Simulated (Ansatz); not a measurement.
Ansatz input file:

```yaml
crystal:
  lattice:
    - [6.3187499359, 0.0, 0.0]
    - [0.0, 6.3187499359, 0.0]
    - [0.0, 0.0, 25.832362452]
  atoms:
    - { symbol: W, position: [0.25, 0.75, 0.3096890583] }
    - { symbol: W, position: [0.25, 0.25, 0.3096890583] }
    - { symbol: W, position: [0.75, 0.75, 0.3096890583] }
    - { symbol: W, position: [0.75, 0.25, 0.3096890583] }
    - { symbol: W, position: [0.5, 0.5, 0.3708405494] }
    - { symbol: W, position: [0.5, 0.0, 0.3708405494] }
    - { symbol: W, position: [0.0, 0.5, 0.3708405494] }
    - { symbol: W, position: [0.0, 0.0, 0.3708405494] }
    - { symbol: W, position: [0.7476584784, 0.2500035694, 0.4334861385] }
    - { symbol: W, position: [0.75258114, 0.7498486228, 0.43571972] }
    - { symbol: W, position: [0.2497764695, 0.2499620907, 0.4337043897] }
    - { symbol: W, position: [0.2517801491, 0.7500777899, 0.4346076948] }
    - { symbol: W, position: [3.00187e-05, 0.0082114521, 0.4933499799] }
    - { symbol: W, position: [0.0007149537, 0.4926069898, 0.4931813402] }
    - { symbol: W, position: [0.4992228816, -0.0033970002, 0.4899194533] }
    - { symbol: W, position: [0.4982388938, 0.5027993238, 0.4899056516] }
basis:
  ecutwfc: 420
kpoints:
  mp_grid: { grid: [3, 3, 1] }
hamiltonian:
  xc: pbe
  dispersion: d3bj
scf:
  occupations: { method: gaussian, width: 0.1 }
output:
  forces: true
  eigenvalues: true
  write_density: true
  volumetric_format: npy
efield:
  axis: 3
  dipole_correction: true
  ramp_width: 0.04
```

Command:
```bash
ansatz run input.yaml --threads 8 --pin off --max-ram 20480MiB --backend cpu --events-out ev --progress --plain --runs-dir out
```

These are results of DFT PBE+D3(BJ), scalar-relativistic, plane waves, PAW in Ansatz, not measurements.

Abridged output:

```
Pseudopotentials: kind: paw
Pseudopotential: W, paw, valence charge 14, recommended cutoff 420 eV (normal)
Functional definition: PBE
Crystal: 16 atoms, lattice volume = 1031.398 Å³
Basis set: ecut = 420 eV, 20227 PW (Γ), exchange–correlation on 90×90×360 points (8 copies of the dense FFT grid, shifted against one another)
Bands: 135, of which v1, the nominal top of the filled ones, is band 112 counted from 1 (111 counted from 0)
Symmetry: 1 space group operations
Space group: P1 (ITA 1), of the structure as read, at distance tolerance 1.0e-4 Å
k-points: 5 of 9 (time reversal used)
Initial density: superposition of atomic densities (neutral atoms: chi_scale 0, normalization atom), corrected by the library's trained network
Initial wavefunctions: pseudopotential atomic-orbital guess
Functional: x = pbe(κ = 0.804, μ = 0.21951497), c = pbe(β = 0.06672455)
SCF iter   1: F=—  HF=-166143.239203 eV  |F-HF|=—  |Δ(HF+E_count)|=         —  Δρ=5.52e-3  dr2=1.74e0  ethr=1.77e-3  p=0.002 e·Å  D=3.61e-4 V/Å  ΔV_dip=-0.01 eV  dr2_dipole=1.58e-1  V_vac-E_F(+/−)=4.46/4.47 eV  ⟨swp⟩=11.4  Hψ=3504  notcnv=0
efield: sawtooth ramp at fractional position 0.8815 (placed from the atoms, in the widest stretch of the axis that holds none; the zero of the levels goes with the place), width 0.0400; the density the first Hamiltonian is built on has a dipole p = 0.002 e·Å; the dipole correction subtracts the counter field D = 3.61e-4 V/Å, which shifts the + side's vacuum level by -0.01 eV against the − side's; the planar-averaged density in the ramp window peaks in size at 2.7e-6 e/Å³
SCF iter   2: F=—  HF=-166143.160572 eV  |F-HF|=—  |Δ(HF+E_count)|=   7.86e-2  Δρ=3.12e-3  dr2=1.00e0  ethr=7.78e-4  p=-0.006 e·Å  D=-1.07e-3 V/Å  ΔV_dip=0.03 eV  dr2_dipole=2.19e-3  V_vac-E_F(+/−)=4.05/4.02 eV  ⟨swp⟩=3.4  Hψ=1094  notcnv=0  defer=67
SCF iter   3: F=—  HF=-166143.108057 eV  |F-HF|=—  |Δ(HF+E_count)|=   5.25e-2  Δρ=1.80e-3  dr2=2.64e-1  ethr=4.47e-4  p=0.009 e·Å  D=1.61e-3 V/Å  ΔV_dip=-0.04 eV  dr2_dipole=7.76e-4  V_vac-E_F(+/−)=4.13/4.18 eV  ⟨swp⟩=2.6  Hψ=890  notcnv=0  defer=67
SCF iter   4: F=—  HF=-166143.091905 eV  |F-HF|=—  |Δ(HF+E_count)|=   1.62e-2  Δρ=4.11e-4  dr2=6.07e-3  ethr=1.18e-4  p=0.013 e·Å  D=2.28e-3 V/Å  ΔV_dip=-0.06 eV  dr2_dipole=3.26e-5  V_vac-E_F(+/−)=4.10/4.16 eV  ⟨swp⟩=1.8  Hψ=816  notcnv=0  defer=65
SCF iter   5: F=—  HF=-166143.091417 eV  |F-HF|=—  |Δ(HF+E_count)|=   4.88e-4  Δρ=1.52e-4  dr2=6.92e-4  ethr=2.71e-6  p=0.016 e·Å  D=2.81e-3 V/Å  ΔV_dip=-0.07 eV  dr2_dipole=6.41e-5  V_vac-E_F(+/−)=4.07/4.14 eV  ⟨swp⟩=3.2  Hψ=1171  notcnv=0  defer=65
SCF iter   6: F=—  HF=-166143.091580 eV  |F-HF|=—  |Δ(HF+E_count)|=   1.63e-4  Δρ=5.50e-5  dr2=7.43e-5  ethr=3.09e-7  p=0.019 e·Å  D=3.31e-3 V/Å  ΔV_dip=-0.09 eV  dr2_dipole=7.99e-9  V_vac-E_F(+/−)=4.05/4.14 eV  ⟨swp⟩=2.0  Hψ=838  notcnv=0  defer=65
SCF iter   7: F=—  HF=-166143.091184 eV  |F-HF|=—  |Δ(HF+E_count)|=   3.96e-4  Δρ=3.27e-5  dr2=3.61e-5  ethr=3.32e-8  p=0.020 e·Å  D=3.49e-3 V/Å  ΔV_dip=-0.09 eV  dr2_dipole=1.42e-6  V_vac-E_F(+/−)=4.05/4.14 eV  ⟨swp⟩=3.0  Hψ=943  notcnv=0  defer=63
SCF iter   8: F=—  HF=-166143.091187 eV  |F-HF|=—  |Δ(HF+E_count)|=   2.30e-6  Δρ=1.03e-5  dr2=2.80e-6  ethr=1.61e-8  p=0.020 e·Å  D=3.58e-3 V/Å  ΔV_dip=-0.09 eV  dr2_dipole=4.95e-7  V_vac-E_F(+/−)=4.04/4.14 eV  ⟨swp⟩=2.0  Hψ=847  notcnv=0  defer=63
SCF iter   9: F=—  HF=-166143.091188 eV  |F-HF|=—  |Δ(HF+E_count)|=   1.44e-6  Δρ=4.17e-6  dr2=6.44e-7  ethr=1.25e-9  p=0.021 e·Å  D=3.64e-3 V/Å  ΔV_dip=-0.09 eV  dr2_dipole=9.53e-8  V_vac-E_F(+/−)=4.04/4.14 eV  ⟨swp⟩=2.2  Hψ=855  notcnv=0  defer=63
SCF iter  10: F=—  HF=-166143.091188 eV  |F-HF|=—  |Δ(HF+E_count)|=   2.82e-7  Δρ=1.66e-6  dr2=1.12e-7  ethr=2.87e-10  p=0.021 e·Å  D=3.67e-3 V/Å  ΔV_dip=-0.09 eV  dr2_dipole=6.62e-9  V_vac-E_F(+/−)=4.04/4.14 eV  ⟨swp⟩=2.0  Hψ=846  notcnv=0  defer=63
SCF iter  11: F=-166143.091188 eV  HF=-166143.091188 eV  |F-HF|=2.46e-8  |Δ(HF+E_count)|=   3.36e-8  Δρ=7.10e-7  dr2=1.28e-8  ethr=4.46e-11  p=0.021 e·Å  D=3.69e-3 V/Å  ΔV_dip=-0.10 eV  dr2_dipole=1.40e-9  V_vac-E_F(+/−)=4.04/4.14 eV  ⟨swp⟩=49.2  Hψ=3853  notcnv=0
SCF 1 converged in 11 iterations: F = -166143.091188 eV  dr2 = 1.28e-8
SCF converged after 11 iterations
Free energy (F): -166143.091188 eV
Harris-Foulkes:  -166143.091188 eV  (|F-HF|=2.46e-8)
Internal energy: -166143.045869 eV  (E = F + TS)
E sigma→0 (E₀):  -166143.068529 eV
Entropy (-TS):   -0.045320 eV (-2.832 meV/atom)
Fermi energy:    2.510203 eV
Dipole field:    D = 0.003708 V/Å  (p = 0.021132 e·Å, saw-weighted, corrected)
Work function:   Φ+ = 4.0423 eV   Φ− = 4.1381 eV
Levels:          The Fermi level and band energies are counted from a zero that moves with the ramp; work functions are not
--- Per-component energies (eV) ---
  E_band       = -5693.918531
  E_kinetic    = 7151.729083
  E_local      = -291459.828282  (includes V_loc(G=0)·N_el)
  E_nonlocal   = 30.413388
  E_hartree    = 142182.040101
  E_xc         = -4239.798077
  E_vxc        = -3779.432598  (∫ρ·V_xc dr)
  E_paw        = -137001.675040  (= ΣΔE_a)
  E_vpaw       = -2000.888194  (= ΣTr[D̂ρ^β])
  E_aug_tail   = -0.000934  (compensation charges beyond the density's cutoff)
  E_efield     = 0.000039  (sawtooth field / dipole correction)
  E_vefield    = -0.002175  (∫n·V_field dr)
  E_ewald      = 117200.751839
  E_disp       = -6.677986  (pairwise vdW)
  E_smearing   = -0.045320  (= −TS)
--- Forces (eV/Å), atoms counted from 1 ---
  atom   1  W      0.02272232     0.00022110     1.83420845
  atom   2  W      0.02684459    -0.00002595     1.74291477
  atom   3  W     -0.01316014    -0.00235804     1.85146861
  atom   4  W     -0.04465928     0.00112931     1.76078029
  atom   5  W      0.03412640     0.11232924    -1.93538395
  atom   6  W      0.04123972    -0.11468657    -1.92829887
  atom   7  W     -0.00723682     0.02784570    -1.63064870
  atom   8  W     -0.01327517    -0.02693216    -1.62190733
  atom   9  W      0.30552873    -0.00542196     0.90144616
  atom  10  W      0.04181707     0.01094557     0.25956650
  atom  11  W     -0.17893960    -0.00314800     0.67585115
  atom  12  W     -0.29242824    -0.00088136     0.62451095
  atom  13  W      0.02341908     0.15689942    -0.94107837
  atom  14  W      0.04102758    -0.16867885    -0.90411251
  atom  15  W      0.01043977     0.02399442    -0.34011694
  atom  16  W      0.00253121    -0.01123117    -0.34912841
--- Band table (eV; the first three rows and the last of 5) ---
  k-point 0: bands = ["-71.3101", "-71.2371", "-71.2356", "-71.2325", "-71.2216", "-71.1985", "-71.1957", "-71.1869", "-71.1819", "-71.1766", "-71.1703", "-71.1661", "-71.1631", "-71.1462", "-71.1159", "-71.0760", "-36.1074", "-36.1018", "-36.1010", "-36.0913", "-36.0728", "-36.0612", "-35.8151", "-35.7634", "-35.7513", "-35.7466", "-35.7365", "-35.7343", "-35.7221", "-35.7144", "-35.7060", "-35.7008", "-35.5572", "-35.5561", "-35.4816", "-35.4792", "-35.4487", "-35.4115", "-35.3963", "-35.3876", "-35.3870", "-35.3645", "-35.3617", "-35.3097", "-35.3043", "-35.2657", "-35.2640", "-35.2532", "-35.2499", "-35.2491", "-35.2482", "-35.2265", "-35.2206", "-35.1270", "-35.1231", "-35.0759", "-35.0 ...
  k-point 1: bands = ["-71.2961", "-71.2615", "-71.2315", "-71.2268", "-71.2259", "-71.2043", "-71.1959", "-71.1886", "-71.1797", "-71.1766", "-71.1720", "-71.1668", "-71.1526", "-71.1462", "-71.1052", "-71.0844", "-36.0679", "-36.0580", "-36.0451", "-36.0255", "-36.0209", "-35.9851", "-35.9092", "-35.8317", "-35.8278", "-35.8009", "-35.7979", "-35.7599", "-35.7116", "-35.6802", "-35.6775", "-35.6595", "-35.6163", "-35.5392", "-35.5124", "-35.4952", "-35.4698", "-35.4582", "-35.4507", "-35.4394", "-35.4193", "-35.3868", "-35.3421", "-35.3358", "-35.3105", "-35.2698", "-35.2560", "-35.2270", "-35.1958", "-35.1844", "-35.1616", "-35.1558", "-35.1474", "-35.1364", "-35.1224", "-35.0604", "-35.0 ...
  k-point 2: bands = ["-71.2962", "-71.2609", "-71.2344", "-71.2276", "-71.2229", "-71.2039", "-71.1945", "-71.1903", "-71.1797", "-71.1763", "-71.1713", "-71.1654", "-71.1635", "-71.1296", "-71.1162", "-71.0815", "-36.0623", "-36.0553", "-36.0469", "-36.0328", "-36.0164", "-35.9881", "-35.9113", "-35.8436", "-35.8287", "-35.7994", "-35.7852", "-35.7587", "-35.7106", "-35.6822", "-35.6799", "-35.6588", "-35.6150", "-35.5433", "-35.5121", "-35.4972", "-35.4697", "-35.4569", "-35.4491", "-35.4287", "-35.4254", "-35.3860", "-35.3382", "-35.3363", "-35.3133", "-35.2724", "-35.2574", "-35.2257", "-35.1939", "-35.1850", "-35.1614", "-35.1556", "-35.1450", "-35.1381", "-35.1208", "-35.0631", "-35.0 ...
  k-point 4: bands = ["-71.2840", "-71.2550", "-71.2530", "-71.2361", "-71.2196", "-71.2009", "-71.1960", "-71.1880", "-71.1831", "-71.1798", "-71.1772", "-71.1670", "-71.1473", "-71.1337", "-71.1054", "-71.0880", "-36.0220", "-36.0169", "-36.0053", "-35.9540", "-35.9421", "-35.9323", "-35.8992", "-35.8869", "-35.8308", "-35.8256", "-35.8066", "-35.8006", "-35.7329", "-35.7192", "-35.7014", "-35.6809", "-35.6711", "-35.5489", "-35.5212", "-35.5150", "-35.5061", "-35.5008", "-35.4922", "-35.4899", "-35.4526", "-35.3504", "-35.3486", "-35.2990", "-35.2483", "-35.2480", "-35.2267", "-35.2133", "-35.2004", "-35.1968", "-35.1918", "-35.1582", "-35.1398", "-35.1211", "-35.0996", "-35.0915", "-35.0 ...
```

Self-consistency was reached.

Time: 7.6 s on 8 threads of Intel(R) Xeon(R) 6975P-C (Granite Rapids), with other jobs on the host, peak memory 3 GiB.

Spin–orbit coupling is left out, which can shift energies with elements as heavy as these.